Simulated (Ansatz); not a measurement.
Relaxation of a randomly generated symmetric cell of Ba (space group No. 166); 4 atoms in the cell, which starts as R-3m, hexagonal axes (No. 166), hR4; a = b = 11.483 Å, c = 7.059 Å, α = β = 90.00°, γ = 120.00°. Calculation: r2SCAN (plane waves to 500 eV, PAW, scalar-relativistic; Ansatz, a quantum-chemistry and plane-wave program). Γ-centred k-mesh 6×6×6 on the run's cell (coarser than for final values), Fermi–Dirac smearing 0.05 eV. This is the first round of the run. 

The optimiser's lines from the output (shortened; P is positive under compression):

```
relax step   1: F+E_penalty+E_count = -23855.38712010 eV  Δ(F+E_penalty+E_count) = +0.000e0 eV  max|allowed force component| = 6.311e-30 eV/Å  Δτ_max = 0.0000 Å  P = +1.124 GPa  Ω = 268.711 Å³  (10 SCF iters, dr2 threshold 1.00e-7 eV, accepted)
relax step   2: F+E_penalty+E_count = -23855.58641868 eV  Δ(F+E_penalty+E_count) = -1.993e-1 eV  max|allowed force component| = 6.081e-30 eV/Å  Δτ_max = 0.0000 Å  P = +0.857 GPa  Ω = 277.529 Å³  (8 SCF iters, dr2 threshold 4.00e-7 eV, accepted)
relax step   3: F+E_penalty+E_count = -23855.92496793 eV  Δ(F+E_penalty+E_count) = -3.385e-1 eV  max|allowed force component| = 3.471e-29 eV/Å  Δτ_max = 0.0000 Å  P = +0.508 GPa  Ω = 289.279 Å³  (8 SCF iters, dr2 threshold 4.00e-7 eV, accepted)
relax step   4: F+E_penalty+E_count = -23856.24442773 eV  Δ(F+E_penalty+E_count) = -3.195e-1 eV  max|allowed force component| = 2.892e-30 eV/Å  Δτ_max = 0.0000 Å  P = +0.294 GPa  Ω = 293.077 Å³  (8 SCF iters, dr2 threshold 4.00e-7 eV, accepted)
relax step   5: F+E_penalty+E_count = -23856.58154802 eV  Δ(F+E_penalty+E_count) = -3.371e-1 eV  max|allowed force component| = 3.862e-29 eV/Å  Δτ_max = 0.0000 Å  P = +0.154 GPa  Ω = 291.370 Å³  (8 SCF iters, dr2 threshold 4.00e-7 eV, accepted)
relax step   6: F+E_penalty+E_count = -23856.94315410 eV  Δ(F+E_penalty+E_count) = -3.616e-1 eV  max|allowed force component| = 9.729e-30 eV/Å  Δτ_max = 0.0000 Å  P = +0.063 GPa  Ω = 285.893 Å³  (7 SCF iters, dr2 threshold 4.00e-7 eV, accepted)
relax step   7: F+E_penalty+E_count = -23857.30685135 eV  Δ(F+E_penalty+E_count) = -3.637e-1 eV  max|allowed force component| = 1.338e-29 eV/Å  Δτ_max = 0.0000 Å  P = +0.038 GPa  Ω = 277.781 Å³  (7 SCF iters, dr2 threshold 4.00e-7 eV, accepted)
relax step   8: F+E_penalty+E_count = -23857.63124639 eV  Δ(F+E_penalty+E_count) = -3.244e-1 eV  max|allowed force component| = 1.759e-29 eV/Å  Δτ_max = 0.0000 Å  P = +0.157 GPa  Ω = 266.310 Å³  (7 SCF iters, dr2 threshold 4.00e-7 eV, accepted)
relax step   9: F+E_penalty+E_count = -23857.89065711 eV  Δ(F+E_penalty+E_count) = -2.594e-1 eV  max|allowed force component| = 1.893e-29 eV/Å  Δτ_max = 0.0000 Å  P = +0.398 GPa  Ω = 254.542 Å³  (6 SCF iters, dr2 threshold 4.00e-7 eV, accepted)
relax step  10: F+E_penalty+E_count = -23858.03155932 eV  Δ(F+E_penalty+E_count) = -1.409e-1 eV  max|allowed force component| = 4.076e-30 eV/Å  Δτ_max = 0.0000 Å  P = +0.104 GPa  Ω = 258.985 Å³  (8 SCF iters, dr2 threshold 4.00e-7 eV, accepted)
relax step  11: F+E_penalty+E_count = -23858.03723622 eV  Δ(F+E_penalty+E_count) = -5.677e-3 eV  max|allowed force component| = 1.210e-29 eV/Å  Δτ_max = 0.0000 Å  P = -0.005 GPa  Ω = 260.932 Å³  (6 SCF iters, dr2 threshold 1.80e-7 eV, accepted)
relax step  12: F+E_penalty+E_count = -23858.05039801 eV  Δ(F+E_penalty+E_count) = -1.316e-2 eV  max|allowed force component| = 1.571e-29 eV/Å  Δτ_max = 0.0000 Å  P = +0.089 GPa  Ω = 260.932 Å³  stress off target by 1.32e-1 GPa  SCF on the basis re-selected at this cell (its energy is not comparable with the rows above)  (8 SCF iters)
relax step  13: F+E_penalty+E_count = -23858.05135026 eV  Δ(F+E_penalty+E_count) = -9.522e-4 eV  max|allowed force component| = 2.472e-29 eV/Å  Δτ_max = 0.0000 Å  P = +0.027 GPa  Ω = 262.791 Å³  (5 SCF iters, dr2 threshold 4.32e-8 eV, accepted)
relax step  14: F+E_penalty+E_count = -23858.05140208 eV  Δ(F+E_penalty+E_count) = -5.182e-5 eV  max|allowed force component| = 8.020e-30 eV/Å  Δτ_max = 0.0000 Å  P = -0.001 GPa  Ω = 263.707 Å³  (6 SCF iters, dr2 threshold 2.17e-9 eV, accepted)
relax step  15: F+E_penalty+E_count = -23858.05147167 eV  Δ(F+E_penalty+E_count) = -6.960e-5 eV  max|allowed force component| = 9.598e-30 eV/Å  Δτ_max = 0.0000 Å  P = -0.001 GPa  Ω = 263.707 Å³  stress off target by 2.55e-3 GPa  SCF on the basis re-selected at this cell (its energy is not comparable with the rows above)  (5 SCF iters)
```

From the first to the last row the energy changes by -0.67 eV/atom and the volume by -1.9 %. The last row is marked as not comparable with the walk above it, whose basis was carried along; it does compare with step 1, since both stand on a basis selected at the nominal cutoff for their own cell.

Later rounds, restarted from the end of this one on a renewed k-mesh, logged 2 more steps and released under 0.01 eV/atom more. The final structure after all rounds: R-3m, hexagonal axes (No. 166), hR4; a = 14.748 Å, b = 14.748 Å, c = 4.200 Å, α = 90.00°, β = 90.00°, γ = 120.00°. Between re-selections the logged energies stand on a plane-wave basis carried along with the cell. No spin polarisation in the result.

The run could not lose the symmetry of its start, so the end can be a saddle point.

All atoms sit on sites fixed by symmetry, so only the cell could relax.

The relaxed structure here is a generated cell of Ba: the first start was made by a random draw of sites in a space group, and the end was not matched to a known phase here, so it may be hypothetical. Known forms of Ba include space group No. 229.
